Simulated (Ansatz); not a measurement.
Total density of states per atom from plane-wave PAW r²SCAN (Ansatz code), in 0.25 eV bins, energy from the Fermi level:

```tsv
E (eV)	states/eV/atom
-7.85	0.17
-7.60	0.17
-7.35	0.16
-7.10	0.17
-6.85	0.23
-6.60	0.19
-6.35	0.15
-6.10	0.15
-5.85	0.19
-5.60	0.24
-5.35	0.27
-5.10	0.31
-4.85	0.30
-4.60	0.37
-4.35	0.43
-4.10	0.57
-3.85	0.68
-3.60	0.68
-3.35	0.78
-3.10	0.72
-2.85	0.53
-2.60	0.63
-2.35	0.86
-2.10	0.84
-1.85	1.30
-1.60	1.16
-1.35	1.53
-1.10	1.59
-0.85	1.27
-0.60	0.94
-0.35	0.54
-0.10	0.35
0.15	0.35
0.40	0.21
0.65	0.26
0.90	0.35
1.15	0.37
1.40	0.37
1.65	0.43
1.90	0.56
2.15	0.43
2.40	0.34
2.65	0.34
2.90	0.39
3.15	0.39
3.40	0.33
3.65	0.37
3.90	0.42
4.15	0.42
4.40	0.42
4.65	0.46
```

Pick the material that matches.
A) CoGe2, Cmce (Co on 8d, Ge on 8f, Ge on 8e)
B) CeGe2Ru2, I4/mmm (Ce on 2a, Ge on 4e, Ru on 4d)
C) GaGeTe, R-3m (Ga on 6c, Ge on 6c, Te on 6c)
D) GePd, Pnma (Ge on 4c, Pd on 4c)

A, CoGe2, Cmce (Co on 8d, Ge on 8f, Ge on 8e). Within 0.5 eV of the Fermi level: Co 3d 59 %, Ge 4p 29 %, Ge 4s 8 %. Projections are on Löwdin-orthogonalised atomic valence shells; empty p or d shells of many metals are not among them.

The first step of the workflow began from a Materials Project structure, measured or hypothetical; the Crystallography Open Database copy checked does not list it. Its standing as an ambient phase is unchecked. The cell was relaxed with r²SCAN under the symmetry of its start; its stability against distortions is not shown here. No spin polarisation was allowed. Spin–orbit coupling is left out wherever it is not named.

Potentials: the later of the program's two PAW sets.
